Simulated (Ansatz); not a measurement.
**Thickness series of a surface: fcc Pd (110)**

All-electron LAPW in Ansatz 0.2.0 under PBE, scalar-relativistic, energies extrapolated to zero smearing, no spin–orbit coupling, no spin polarisation. The 1×1 slabs (area 11.01 Å²) are cut from the bulk relaxed on PAW files, and their atoms are relaxed; γ counts from the bulk energy, Δd12 is the change of the outer spacing. No reconstruction is allowed, and meshes differ a little between slabs.

```csv
planes,γ (J/m²),Φ (eV),Δd12 (%)
1,1.814,5.25,–
3,1.623,4.66,-5.2
4,1.649,4.95,?
5,?,4.74,-9.6
6,1.629,4.78,-9.0
```

Question: Give the missing entry: row "5", column "γ (J/m²)".

Answer: 1.590.

Question: Fill in "Δd12 (%)" for the row "4".

Answer: -9.2.

Question: How far have the values settled with thickness?

Answer: Between 5 and 6 planes γ moves by +2.5 % and Φ by +0.04 eV. Thin films carry quantum-size oscillations, so two neighbours that agree don't prove convergence.
